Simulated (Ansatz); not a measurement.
A geometry of Be away from equilibrium: step 2 of the relaxation of a randomly generated symmetric cell of Be (space group No. 164). Level of theory: r2SCAN (plane waves to 500 eV, PAW, scalar-relativistic; Ansatz, an electronic-structure program). Γ-centred k-mesh 13×13×13 on the run's cell (coarser than for final values), Fermi–Dirac smearing 0.05 eV. The plane waves were selected for a different cell earlier on the path.

```xyz
2
Lattice="2.9320 0.0000 0.0000 -1.4660 2.5392 0.0000 0.0000 0.0000 2.3425" Properties=species:S:1:pos:R:3 pbc="T T T"
Be     1.4660     0.8464     0.5504
Be     0.0000     1.6928     1.7922
```

Task: Give the Cartesian forces on all atoms (eV/Å).

Result: 
| atom | Fx | Fy | Fz |
|---|---|---|---|
| Be1 | 0.00 | 0.00 | 0.86 |
| Be2 | 0.00 | 0.00 | -0.86 |

The path ends in P6₃/mmc (No. 194). No spin polarisation in the result.

The run could not lose the symmetry of its start.
